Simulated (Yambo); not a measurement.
G0W0@LDA for BaTiO₃ (space group Amm2, No. 38) in Yambo. Reference settings: 4×4×4 Γ-centred k mesh, bands 2 to 128 and a 8 Ry block in the screening, 128 bands in G with the Bruneval-Gonze terminator, plasmon pole fitted at 27.2 eV. The LDA gap (-0.5, -0.5, -0.5) → Γ on this mesh is 2.13 eV; G0W0 gaps are taken between the same points.

The settings were changed. The gap went from 3.82 eV to 4.60 eV, and the shift of the valence edge from -0.35 eV to -0.51 eV.

Task: Name the change that produced these shifts.
A. 101 bands in W, 101 bands in G, 2 Ry block
B. 2×2×2 mesh
C. 35 bands in W, 35 bands in G, 3 Ry block
D. 35 bands in W, 35 bands in G, 2 Ry block

Result: A, 101 bands in W, 101 bands in G, 2 Ry block. The others gave (gap, valence shift): 2×2×2 mesh: 3.80, -0.23 eV; 35 bands in W, 35 bands in G, 2 Ry block: 4.87, -0.49 eV; 35 bands in W, 35 bands in G, 3 Ry block: 4.47, -0.26 eV.

Geometry of the Materials Project entry, not relaxed at this level; primitive cell a = 3.9833 Å, b = c = 4.0573 Å, α = 89.75°, β = γ = 90.00°.

This is not the ordinary phase of the substance.

A shift is the quasiparticle energy of the state minus its LDA energy.
